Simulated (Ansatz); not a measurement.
ZnCu$_{2}$GeS$_{4}$:
```
CELL_PARAMETERS angstrom
     -2.67987     2.67987     5.32531
      2.67987    -2.67987     5.32531
      2.67987     2.67987    -5.32531
ATOMIC_POSITIONS crystal
  Cu 0.00000 0.00000 0.00000
  Cu 0.75000 0.25000 0.50000
  Zn 0.25000 0.75000 0.50000
  Ge 0.50000 0.50000 0.00000
  S  0.62881 0.61987 0.49517
  S  0.12470 0.13364 0.50483
  S  0.38013 0.87530 0.00893
  S  0.86636 0.37119 0.99107
```

Relaxed with PBE. Special points in fractions of this cell's reciprocal vectors: Γ (0.000, 0.000, 0.000); X (0.000, 0.000, 0.500); P (0.250, 0.250, 0.250); N (0.000, 0.500, 0.000); M (0.500, 0.500, -0.500); S (0.313, 0.687, -0.313); S0 (-0.313, 0.313, 0.313); R (-0.127, 0.127, 0.500); G (0.500, 0.500, -0.127).

Task: List the band energies nearest the valence-band maximum at these points for DFT-PBE in the program Ansatz with PAW potentials.

Result: In eV from the valence-band maximum; about four levels below and three above (degenerate sets whole), none deeper than 8.9 eV; points with the same levels are listed once.

| k | below | above |
|---|---|---|
| Γ | -1.43 -0.09 -0.09 0.00 | 0.47 2.02 2.82 |
| X | -0.84 -0.61 -0.42 -0.42 | 0.73 2.36 3.00 |
| P | -0.79 -0.75 -0.62 -0.47 | 1.00 2.90 2.90 |
| N | -1.14 -1.07 -1.00 -0.47 | 1.72 3.12 3.20 |
| M | -1.16 -1.16 -0.97 -0.86 -0.86 | 1.43 2.18 2.18 |
| S | -1.28 -1.10 -0.73 -0.45 | 1.58 2.59 3.08 |
| R | -0.87 -0.71 -0.60 -0.55 | 0.96 2.55 3.41 |

Space group I-4. Symmetry was held in the PBE relaxation. No spin polarisation was allowed. Scalar-relativistic: spin–orbit coupling is off unless named, which matters more the heavier the elements.

Potentials: the later of the program's two PAW sets.
